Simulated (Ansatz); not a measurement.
Lu (hcp, Mg type)

```yaml
crystal:
  lattice:
    - [3.44514, 0.00000, 0.00000]
    - [-1.72257, 2.98358, 0.00000]
    - [0.00000, 0.00000, 5.34885]
  atoms:
    - { symbol: Lu, position: [0.33333, 0.66667, 0.75000] }
    - { symbol: Lu, position: [0.66667, 0.33333, 0.25000] }
```

The slice is a (0001) plane (indices of the conventional cell) through the point (0.333, 0.667, 0.750) (fractional), spanned by u = [110] and v = [1 -1 0] in vectors of this cell: u (3.45 Å) and v (5.97 Å, at 90° to u). It covers one period; positions are fractions (u, v).

All values below come from PBEsol (plane waves to 420 eV, PAW, scalar-relativistic; Ansatz, a first-principles code). k mesh 16×16×9. Near the nuclei the fields are pseudised (PAW); where an atom keeps semicore shells as valence, they peak there. Lu is run without spin polarisation. Lu was relaxed with its symmetry unable to fall.

Q: What is the ELF at the midpoint of the shortest Lu–Lu line in this plane (3.45 Å)?

A: 0.24.

Q: What is the valence density on the shortest Lu–Lu line in this plane (3.45 Å), at its midpoint?

A: 0.12 e/Å³.

Q: Predict the map of the valence electron density on the slice.

A: 
| v \ u | 0.00 | 0.12 | 0.25 | 0.38 | 0.50 | 0.62 | 0.75 | 0.88 |
|---|---|---|---|---|---|---|---|---|
| 0.96 | 1.6 | 1.1 | 0.0 | -0.7 | -0.9 | -0.7 | 0.0 | 1.1 |
| 0.86 | 0.1 | -0.1 | -0.6 | -0.8 | -0.9 | -0.8 | -0.6 | -0.1 |
| 0.75 | -0.9 | -0.9 | -0.9 | -0.9 | -0.8 | -0.9 | -0.9 | -0.9 |
| 0.64 | -1.0 | -0.9 | -0.7 | -0.1 | 0.1 | -0.1 | -0.7 | -0.9 |
| 0.54 | -0.9 | -0.8 | 0.0 | 1.1 | 1.6 | 1.1 | 0.0 | -0.8 |
| 0.43 | -0.9 | -0.8 | -0.1 | 0.8 | 1.2 | 0.8 | -0.1 | -0.8 |
| 0.32 | -0.9 | -0.9 | -0.8 | -0.6 | -0.4 | -0.6 | -0.8 | -0.9 |
| 0.21 | -0.7 | -0.8 | -0.9 | -1.0 | -1.0 | -1.0 | -0.9 | -0.8 |
| 0.11 | 0.7 | 0.4 | -0.4 | -0.9 | -1.0 | -0.9 | -0.4 | 0.4 |
| 0.00 | 1.7 | 1.2 | 0.1 | -0.7 | -0.9 | -0.7 | 0.1 | 1.2 |

Values: log₁₀ of the valence density in e/Å³. The scale is logarithmic, as a density can span decades between atoms and voids.
